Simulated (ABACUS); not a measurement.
Consider a self-consistent single point of Te2Mo (P6_3/mmc, 12 atoms in the cell; from Materials Project mp-602, changed as shown).

```xyz
12
Lattice="3.4943 0.0000 0.0000 0.0000 6.0524 0.0000 0.0000 0.0000 14.3548" Properties=species:S:1:pos:R:3 pbc="T T T"
Te     0.0000     2.0175     9.0122
Te     1.7472     1.0087     5.3426
Te     1.7472     1.0087     1.8348
Te     0.0000     2.0175    12.5200
Te     1.7472     5.0436     9.0122
Te     0.0000     4.0349     5.3426
Te     0.0000     4.0349     1.8348
Te     1.7472     5.0436    12.5200
Mo     0.0000     2.0175     3.5887
Mo     1.7472     1.0087    10.7661
Mo     1.7472     5.0436     3.5887
Mo     0.0000     4.0349    10.7661
```

Computed with PBE, numerical atomic orbitals DZP (confined pseudo-atomic orbitals with Gaussian additions; energy shift 0.01 Ry), PseudoDojo 0.5 standard norm-conserving PBE (tails mended) pseudopotentials (ABACUS).

ABACUS settings:

```
setting                                                               value
---------------  ----------------------------------------------------------
basis                   DZP numerical atomic orbitals, energy shift 0.01 Ry
KPT                                                       Gamma 6 4 2 0 0 0
basis_type                                                             lcao
dft_functional                                                          PBE
ecutwfc                                                              100 Ry
smearing_method                                                          fd
smearing_sigma                                               0.000734986 Ry
potentials       PseudoDojo 0.5 standard norm-conserving PBE (tails mended)
symmetry                                                                  1
ks_solver                                                     scalapack_gvx
scf_nmax                                                                100
scf_thr                                                             1.0e-07
mixing_type                                                         broyden
mixing_beta                                                             0.4
```

**Question.** Estimate, at this level of theory: gap on the k-point mesh, pressure and largest force (vector length).

**Answer.** The run gave:

```
Item                                Value
-----------------------------  ----------
Gap on the k-point mesh           0.96 eV
Pressure                         7.45 GPa
Largest force (vector length)  1.330 eV/Å
```

The gap is read on the k-point mesh of the run and can differ from the gap over the whole zone at this level.

For comparison: a first run was changed to give this one (lattice scaled by 0.98), and from it to this one the free energy goes up by 38.5 meV/atom, the pressure goes from 0.72 to 7.45 GPa, the largest force goes from 0.354 to 1.330 eV/Å and the gap on the mesh goes from 0.926 to 0.962 eV.

Spin-orbit coupling is left out, which matters for bands and gaps with elements this heavy. The atom-centred basis is finite, which shifts total energies, pressures, gaps and forces against plane waves. Forces above 1 eV/Å remain at this geometry, of which the finite basis can carry a part. The structure comes from a collection of computed structures, made at another level of theory; the collection holds predicted forms beside known ones.

Cost on one core: roughly 2.6 core-minutes.

The atomic orbitals were generated for these runs; they are not ABACUS's published sets and were checked against plane waves on a few crystals only.

“Tails mended”: in these copies of the files the far tail of each local potential was reset to the Coulomb form.
